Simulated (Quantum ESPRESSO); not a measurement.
# Moving one atom in AlGe2N3O

Calculated results; nothing here was measured. They come from pw.x of Quantum ESPRESSO 7.5, a plane-wave density functional program, with PseudoDojo standard norm-conserving files (v0.5 for PBE, v0.4.1 for LDA and PBEsol). The cells are made up: elements, strain and atom displacements were drawn at random, and nothing was relaxed. There is no spin polarisation, spin-orbit coupling or dispersion term.

The cell has 8 sites of a wurtzite lattice (rectangular cell). Sites 1 to 4 hold empty Al Ge Ge; sites 5 to 8 hold N N O N. Cell vectors in Å: (3.080, -0.021, -0.039); (-0.036, 5.318, -0.023); (-0.063, -0.022, 4.896). Settings: PBE, cutoff 1143 eV, 6 x 4 x 4 k mesh shifted by half a step, Fermi-Dirac smearing of 0.025 eV.

Each run shifts the Al atom on site 2 along z and leaves all else fixed. Site 6 is one of its nearest neighbours. E is the free energy of the cell above the lowest run shown. The last column is band 27 less band 26 at Gamma, from a band step after each run.

| run | shift (Å) | Fz on site 2 (eV/Å) | Fz on site 6 (eV/Å) | P (GPa) | E (meV) | level step at Gamma (eV) |
| --- | --- | --- | --- | --- | --- | --- |
| 1 | -0.0780 | -0.011 | 0.541 | 11.84 | 0.0 | 1.277 |
| 2 | -0.0594 | -0.547 | 0.800 | 11.81 | 5.1 | 1.230 |
| 4 | 0.0103 | -2.923 | 2.077 | 12.04 | 122.5 | 1.038 |
| 5 | 0.0674 | -5.370 | 3.564 | 12.69 | 356.9 | 0.866 |
| 6 | 0.0822 | -6.090 | 4.028 | 12.95 | 441.7 | 0.820 |
| 7 | 0.0993 | -6.970 | 4.610 | 13.28 | 553.3 | 0.766 |
| 3 | -0.0025 | ? | ? | ? | ? | ? |

A rerun of one of these cells at 1437 eV and k mesh 8 x 6 x 6 moved values by no more than 0.002 eV in the cell's energy, 0.03 GPa in stress and 0.004 eV/Å in force.

## Worked fit

A parabola through the six runs shown gives Fz on site 2 = -2.523 - 37.63 u - 71.0 u² eV/Å, with u in Å and a scatter of 0.013 eV/Å. Minus the slope, 37.63 ± 0.46 eV/Å², is this atom's force constant along z at u = 0, with its periodic images moving too. The fitted force does not vanish within the range. The error is the larger of the fit's own and the change that a cubic makes, rounded up.

## Withheld run

Question: what Fz on site 2 should run 3 give?

The fit gives -2.429 eV/Å. The calculation gave -2.440 eV/Å.

| run | shift (Å) | Fz on site 2 (eV/Å) | Fz on site 6 (eV/Å) | P (GPa) | E (meV) | level step at Gamma (eV) |
| --- | --- | --- | --- | --- | --- | --- |
| 3 | -0.0025 | -2.440 | 1.802 | 11.95 | 88.2 | 1.075 |